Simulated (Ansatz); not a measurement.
According to plane-wave PAW r²SCAN (Ansatz code), GaRu₃C in the anti-perovskite structure (Pm-3m) relaxes to a = 3.997 Å. Ga has 12 nearest neighbours from 2.83 Å (cuboctahedral); C has 6 nearest neighbours from 2.00 Å (octahedral). Against the elements it lies at 0.072 eV/atom, with no fitted shifts.

Electronic character: metallic (no gap). Gap from r²SCAN with spin–orbit coupling: none (metallic).

The bulk modulus is 2670 kbar. The relaxed-ion elastic constants in GPa are C11 = 531, C12 = 136, C44 = 103. The elastic constants imply a Debye temperature near 520 K.

The start of the workflow was typed in or built on a structure type; neither database checked (COD, Materials Project) lists it. Its standing as an ambient phase is unchecked. The cell was relaxed with r²SCAN under the symmetry of its start; whether a distortion lowers the energy is not shown. The run is not spin-polarised. As this level gives no gap, shear constants depend on the k-mesh and smearing (Fermi–Dirac, 0.1 eV here). The references are the lowest solids computed at this level, not always the standard phases. Scalar-relativistic: spin–orbit coupling is off unless named, which matters more the heavier the elements.

Potentials: the earlier of the program's two PAW sets.
